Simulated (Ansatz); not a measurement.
Space group I4/mcm (No. 140). a = 6.421 Å, b = 6.421 Å, c = 5.148 Å, α = 90.00°, β = 90.00°, γ = 90.00°
```csv
atom,site,symmetry,x,y,z
Zr,8h,m.2m,0.1631,0.6631,0.5000
Ni,4a,422,0.0000,0.0000,0.7500
```

Equation of state of this Zr2Ni structure (not necessarily the ground state), with shape and atoms relaxed at each volume where symmetry leaves them free. It has no gap at any of these volumes. Level of theory: DFT PBEsol, scalar-relativistic, plane waves, PAW in Ansatz.

Plane waves to 420 eV, a k mesh through Γ of 10×10×10 on the computed 6-atom cell and Gaussian smearing (0.10 eV); no spin polarisation.

```json
{"V (Å³/atom)": "15.564", "E − E(largest V) (meV/atom)": "64.60", "P (GPa)": "21.08"}
{"V (Å³/atom)": "16.095", "E − E(largest V) (meV/atom)": "5.90", "P (GPa)": "14.61"}
{"V (Å³/atom)": "16.626", "E − E(largest V) (meV/atom)": "-32.94", "P (GPa)": "9.02"}
{"V (Å³/atom)": "17.156", "E − E(largest V) (meV/atom)": "-54.58", "P (GPa)": "4.19"}
{"V (Å³/atom)": "17.687", "E − E(largest V) (meV/atom)": "-61.29", "P (GPa)": "0.00"}
{"V (Å³/atom)": "18.217", "E − E(largest V) (meV/atom)": "-55.09", "P (GPa)": "-3.62"}
{"V (Å³/atom)": "18.748", "E − E(largest V) (meV/atom)": "-37.75", "P (GPa)": "-6.72"}
{"V (Å³/atom)": "19.455", "E − E(largest V) (meV/atom)": "0.00", "P (GPa)": "-10.20"}
```

Task: Fit a third-order Birch–Murnaghan equation to E(V).

Result: V0 = 17.69 Å³/atom, B0 = 129 GPa, B0' = 3.8.

Spin polarisation was left out, and a magnetic state may lie lower.

Cost: 8 runs of about 24 core-minutes in all, on Arm Neoverse V1 (shared hosts).